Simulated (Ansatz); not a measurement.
RbNb₆Se₈ in space group P-3 (No. 147; Rb on 1a, Nb on 6g, Se on 6g, Se on 2d) at seven volumes, PBEsol (plane waves, PAW; program Ansatz), shape and atoms relaxed at each. One row is withheld.

| V (Å³/atom) | P (GPa) |
|---|---|
| 18.385 | 11.19 |
| 18.991 | 6.76 |
| 19.597 | 3.07 |
| 20.203 | 0.00 |
| 20.809 | -2.53 |
| 21.415 | ? |
| 22.021 | -6.26 |

Fit the shown pressures and predict the withheld one.

Third-order Birch–Murnaghan: P = (3/2)B₀(x^(7/2) − x^(5/2))[1 + (3/4)(B′ − 4)(x − 1)] with x = (V₀/V)^(2/3). Least squares on the six rows gives V₀ = 20.205 Å³/atom, B₀ = 91.98 GPa, B′ = 5.40. At V = 21.415, x = 0.9620 and P = -4.57 GPa. The run itself gave -4.59 GPa.

The first step of the workflow began from a Materials Project structure, measured or hypothetical; the Crystallography Open Database copy checked does not list it. Its standing as an ambient phase is unchecked. The cell was relaxed with PBEsol under the symmetry of its start; its stability against distortions is not shown here. No spin polarisation was allowed.

Potentials: the later of the program's two PAW sets.
